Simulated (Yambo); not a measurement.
Yambo run on Si (diamond, space group Fd-3m, No. 227). The wavefunctions come from this Quantum ESPRESSO step (PBE, PseudoDojo standard norm-conserving files, scalar-relativistic):

```
&CONTROL
  calculation = 'nscf'
  pseudo_dir = './pseudo'
  outdir = './out'
/
&SYSTEM
  ibrav = 0
  nat = 2
  ntyp = 1
  ecutwfc = 36.0
  ecutrho = 144.0
  occupations = 'fixed'
  force_symmorphic = .true.
  nbnd = 149
/
&ELECTRONS
  conv_thr = 2e-09
  diago_full_acc = .true.
  diago_thr_init = 1e-08
/
ATOMIC_SPECIES
Si 28.0850 Si.upf
CELL_PARAMETERS angstrom
  0.000000000000   2.721850000000   2.721850000000
  2.721850000000   0.000000000000   2.721850000000
  2.721850000000   2.721850000000   0.000000000000
ATOMIC_POSITIONS crystal
Si   0.750000000000   0.750000000000   0.750000000000
Si   0.500000000000   0.500000000000   0.500000000000
K_POINTS automatic
4 4 4 0 0 0
```

Yambo input:

```
rim_cut
gw0
dyson
el_el_corr
HF_and_locXC
ppa
em1d
RandQpts= 1000000
RandGvec= 1 Ry
EXXRLvcs= 36 Ry
VXCRLvcs= 144 Ry
Chimod= "HARTREE"
% BndsRnXp
 1 | 148 |
%
NGsBlkXp= 14 Ry
% LongDrXp
 1.0 | 1.0 | 1.0 |
%
PPAPntXp= 27.2114 eV
% GbndRnge
 1 | 148 |
%
GTermKind= "BG"
DysSolver= "n"
ExtendOut
% QPkrange
 1 | 1 | 4 | 5 |
 3 | 3 | 4 | 5 |
 7 | 7 | 4 | 5 |
 8 | 8 | 4 | 5 |
%
```

k points by index: 1 = Γ, 3 = L, 7 = X, 8 = W.

Table of the .qp output:

```
#    K-point    Band    Eo [eV]    E [eV]    E-Eo [eV]    Vxc [eV]    Vnlxc [eV]    Sc|Eo [eV]    Sc|E [eV]    dSc/dw|Eo [eV]    Re(Z)    Im(Z)
#
    1    4    0.000000    -0.725289    -0.725289    -11.31682    -12.92778    0.672509    0.885665    -7.996263    0.772879    -0.001630
    1    5    2.552714    2.517491    -0.035223    -10.00466    -5.714930    -4.335257    -4.324951    -7.990473    0.773007    -0.001502
    3    4    -1.194733    -1.940839    -0.746106    -11.05062    -13.14483    1.119449    1.348096    -8.337641    0.765456    -0.001892
    3    5    1.502609    1.438820    -0.063789    -10.05189    -5.909986    -4.223678    -4.205690    -7.687446    0.779719    -0.001438
    7    4    -2.836251    -3.601688    -0.765437    -10.57673    -13.34470    1.752213    2.002534    -8.896769    0.753601    -0.002302
    7    5    0.722751    0.608356    -0.114394    -8.933218    -5.138198    -3.939937    -3.909414    -7.268390    0.789195    -0.001535
    8    4    -3.824313    -4.505644    -0.681331    -9.956179    -12.81761    1.905374    2.180097    -8.212907    0.725272    -0.176359
    8    5    4.273471    4.147168    -0.126303    -9.528683    -5.008698    -4.682801    -4.646288    -7.876838    0.775510    -0.001723
```
(The two width columns are left out.) Convergence of these settings isn't established.

Geometry of the Materials Project entry, not relaxed at this level.
